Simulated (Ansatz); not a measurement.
Input:

InBi:
```cif
data_BiIn
_chemical_formula_sum 'In1 Bi1'
_space_group_name_H-M_alt 'P 1'
_space_group_IT_number 1
_cell_length_a 4.47303
_cell_length_b 4.47303
_cell_length_c 4.47303
_cell_angle_alpha 60.016
_cell_angle_beta 60.016
_cell_angle_gamma 60.016
loop_
_space_group_symop_operation_xyz
  'x, y, z'
loop_
_atom_site_label
_atom_site_type_symbol
_atom_site_fract_x
_atom_site_fract_y
_atom_site_fract_z
_atom_site_occupancy
In1 In 0.00000 0.00000 0.00000 1
Bi1 Bi 0.50000 0.50000 0.50000 1
```

This is the PBE-relaxed structure.

**Question.** All from PBE in the plane-wave PAW code Ansatz, unless another level is named. Estimate the density of states at the Fermi level.

**Answer.** 0.69 states/eV per atom (mean over ±0.08 eV).

**Question.** Next, the formation energy from the elements (no fitted shifts)?

**Answer.** 0.068 eV/atom.

Space group Fm-3m (rock salt). The cell is a constructed one: a structure type filled with these elements; neither database checked (COD, Materials Project) lists it. COD files the formula under space group No. 129, so this cell is another polymorph or a model. Whether it is the stable phase at ambient conditions was not checked. The cell was relaxed with PBE under the symmetry of its start; whether a distortion lowers the energy is not shown. The references are the lowest solids computed at this level, not always the standard phases. Spin–orbit coupling is left out wherever it is not named.

Potentials: the later of the program's two PAW sets.
